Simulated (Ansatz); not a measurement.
KTaO3 (cubic perovskite)

```xyz
10
Lattice="8.0488 0.0000 0.0000 4.0244 4.0244 0.0000 0.0000 0.0000 4.0244" Properties=species:S:1:pos:R:3 pbc="T T T"
K      0.0000     0.0000     0.0000
K      4.0244     0.0000     0.0000
Ta     2.0122     2.0122     2.0122
Ta     6.0366     2.0122     2.0122
O      8.0488     2.0122     2.0122
O      4.0244     2.0122     2.0122
O      2.0122     2.0122     0.0000
O      6.0366     2.0122     0.0000
O      2.0122     0.0000     2.0122
O      6.0366     0.0000     2.0122
```

A phonon eigenvector at M = (0.5, 0.5, 0.0) is frozen into this cell: atom i moves by Q times the vector below, so Q is the largest atomic displacement, in Å. The cell is held. It is one choice among 2 degenerate patterns. (q is in reciprocal vectors of the primitive cell; the cell shown is doubled to hold the pattern.)

```json
[
 {"atom": "K1", "x": "0.107", "y": "0.000", "z": "0.000"},
 {"atom": "K2", "x": "-0.107", "y": "0.000", "z": "0.000"},
 {"atom": "Ta3", "x": "0.000", "y": "-0.180", "z": "0.000"},
 {"atom": "Ta4", "x": "0.000", "y": "0.180", "z": "0.000"},
 {"atom": "O7", "x": "0.000", "y": "1.000", "z": "0.000"},
 {"atom": "O8", "x": "0.000", "y": "-1.000", "z": "0.000"}
]
```

Atoms not listed stay in place.

Calculation: PBE (plane waves to 420 eV, PAW, scalar-relativistic; Ansatz, a quantum-chemistry and plane-wave program). k mesh 8×8×8 (Γ-centred), Fermi-Dirac smearing 0.05 eV. E stands for the smeared free energy. KTaO3 is run without spin polarisation. KTaO3 was relaxed with its symmetry unable to fall. Spin-orbit coupling is left out, though Ta is heavy. The zero of ΔE is the undisplaced structure.

```json
[
 {"Q (Å)": "-0.2800", "ΔE (meV/cell)": "816"},
 {"Q (Å)": "-0.2333", "ΔE (meV/cell)": "563"},
 {"Q (Å)": "-0.1867", "ΔE (meV/cell)": "withheld"},
 {"Q (Å)": "-0.1400", "ΔE (meV/cell)": "200"},
 {"Q (Å)": "-0.0933", "ΔE (meV/cell)": "88"},
 {"Q (Å)": "-0.0467", "ΔE (meV/cell)": "22"},
 {"Q (Å)": "0.0000", "ΔE (meV/cell)": "0"},
 {"Q (Å)": "0.0467", "ΔE (meV/cell)": "22"},
 {"Q (Å)": "0.0933", "ΔE (meV/cell)": "88"},
 {"Q (Å)": "0.1400", "ΔE (meV/cell)": "200"},
 {"Q (Å)": "0.1867", "ΔE (meV/cell)": "withheld"},
 {"Q (Å)": "0.2333", "ΔE (meV/cell)": "563"},
 {"Q (Å)": "0.2800", "ΔE (meV/cell)": "816"}
]
```

Question: Fit an even polynomial form (powers 2, 4) to the given rows and predict ΔE at Q = -0.1867.

Answer: Least squares on the 11 given rows: ΔE = (10160)·Q² + (3269)·Q⁴, in meV/cell with Q in Å; root-mean-square residual 0.5 meV/cell. At -0.1867 the fit gives 358 meV/cell; the calculation gives 357 meV/cell, so the interpolation is off by 1 (+0.3 %). The quadratic term alone would give 354 meV/cell.

(For displaced atoms, the force is minus the slope of the energy, and its curvature is a force constant, which sets phonon frequencies.)
